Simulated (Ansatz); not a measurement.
Here is the system:

AlNi3:
```
AlNi3
1.0
    3.52735     0.00000     0.00000
    0.00000     3.52735     0.00000
    0.00000     0.00000     3.52735
Al Ni
1 3
Direct
  0.00000   0.00000   0.00000
  0.00000   0.50000   0.50000
  0.50000   0.00000   0.50000
  0.50000   0.50000   0.00000
```
The run is spin-polarised, in the one order tried: ferromagnetic.

This is the r²SCAN-relaxed structure.

Question: All from r²SCAN in the plane-wave PAW code Ansatz, unless another level is named. Estimate the net moment.

Answer: 0.23 μB per atom.

Question: Give the Bader charges.

Answer: Al +2.04, Ni -0.68 e.

Space group Pm-3m (Cu3Au type). Symmetry was held in the r²SCAN relaxation. The final state is ferromagnetic, the only order run, not a proven ground state. Other orbital occupations within this spin state were not tried. For itinerant 3d metals, meta-GGAs of the SCAN family and hybrids are commonly reported to give too large moments.

Potentials: the earlier of the program's two PAW sets. The files were generated under PBE; for other functionals the program regenerates the frozen cores, and for LDA and PBEsol the local potential too.
